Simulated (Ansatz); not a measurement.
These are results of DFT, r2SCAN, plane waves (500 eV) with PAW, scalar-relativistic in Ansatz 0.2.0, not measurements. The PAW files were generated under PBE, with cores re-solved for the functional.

An element in the simple cubic structure gives this curve. The cell is scaled uniformly from the relaxed one, with fractional coordinates and shape fixed. Energies are extrapolated to zero smearing, pressures are those at the given smearing. Magnetic state: spin not included.

```
V (Å³/atom)  E − E₀ (meV/atom)  P (GPa)
     14.411              276.9    50.58
     15.066              114.6    30.11
     15.721               27.3    13.73
     16.377                0.0     0.61
     17.032               20.7    -9.89
     17.687               80.0   -18.26
     18.342              169.9   -24.91
```

(1) Which element is it?
A. osmium
B. ruthenium
C. zinc
D. gallium

Results:

(1) A. Its fit is V₀ = 16.40 Å³/atom, B₀ = 291 GPa, B₀′ = 4.6.
